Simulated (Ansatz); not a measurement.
This run works on a generated trial structure, not on a known crystal.

Input and command of a plane-wave DFT calculation in Ansatz:

```yaml
crystal:
  lattice:
    - [0.0, 5.08655679, 5.08655679]
    - [5.08655679, 0.0, 5.08655679]
    - [5.08655679, 5.08655679, 0.0]
  atoms:
    - { symbol: Te, position: [0.28383318, 0.71616682, 0.71616682] }
    - { symbol: Te, position: [0.71616682, 0.28383318, 0.28383318] }
    - { symbol: Te, position: [0.71616682, 0.28383318, 0.71616682] }
    - { symbol: Te, position: [0.28383318, 0.71616682, 0.28383318] }
    - { symbol: Te, position: [0.71616682, 0.71616682, 0.28383318] }
    - { symbol: Te, position: [0.28383318, 0.28383318, 0.71616682] }
    - { symbol: O, position: [0.5, 0.5, 0.5] }
    - { symbol: O, position: [0.0, 0.0, 0.0] }
basis:
  ecutwfc: 420
kpoints:
  mp_grid: { grid: [3, 3, 3] }
hamiltonian:
  xc: pbe
scf:
  occupations: { method: gaussian, width: 0.2 }
  lower_state_search: "off"
output:
  forces: true
  stress: true
  eigenvalues: true
relax:
  adjacent_minimum: "off"
  f_tol: 0.08
  max_steps: 16
  cell: { stress_tol: 0.8 }
```

```bash
ansatz run input.yaml --threads 1 --pin off --max-ram 2560MiB --backend cpu --events-out ev --progress --plain --runs-dir out
```

Processor: Intel(R) Xeon(R) Processor @ 2.50GHz (Skylake/Cascade Lake), 1 thread, on a host shared with other jobs.

Q: How long does it run, and how much memory does it take?

A: About 93 s, peak memory 0.53 GiB. It solves 65 bands at 4 k points (after reduction by symmetry) with about 4477 plane waves (on the last cell), in 44 SCF iterations over 6 ionic steps.
